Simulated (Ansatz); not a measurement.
TiTe2:
```yaml
crystal:
  lattice:
    - [3.69807, 0.00000, 0.00000]
    - [-1.84903, 3.20262, 0.00000]
    - [0.00000, 0.00000, 6.38254]
  atoms:
    - { symbol: Ti, position: [0.00000, 0.00000, 0.00000] }
    - { symbol: Te, position: [0.66667, 0.33333, 0.27112] }
    - { symbol: Te, position: [0.33333, 0.66667, 0.72888] }
```

Relaxed with PBE+D3(BJ). Special points in fractions of this cell's reciprocal vectors: Γ (0.000, 0.000, 0.000); M (0.500, 0.000, 0.000); K (0.333, 0.333, 0.000); A (0.000, 0.000, 0.500); L (0.500, 0.000, 0.500); H (0.333, 0.333, 0.500).

Problem. List the band energies nearest the Fermi level at these points for PBE+D3(BJ) in the plane-wave PAW code Ansatz.

Solution. In eV from the Fermi level; about four levels below and three above (degenerate sets whole), none deeper than 8.9 eV; points with the same levels are listed once.

| k | below | above |
|---|---|---|
| Γ | -5.62 -1.62 -1.62 | 0.24 0.44 0.44 |
| M | -2.54 -1.73 -1.18 -0.05 | 1.27 1.63 2.42 |
| K | -3.93 -3.93 -2.49 -2.48 -2.48 | 1.12 1.55 1.55 |
| A | -3.34 -3.03 -1.52 -1.52 | 0.42 0.42 0.84 0.84 |
| L | -2.10 -0.94 -0.47 -0.40 | 1.27 1.62 2.58 |
| H | -3.80 -3.58 -1.78 -1.78 | 0.99 0.99 1.12 |

Space group P-3m1 (CdI2 type). The cell was relaxed with PBE+D3(BJ) under the symmetry of its start. No spin polarisation was allowed. Spin–orbit coupling is left out wherever it is not named.

Potentials: the later of the program's two PAW sets.
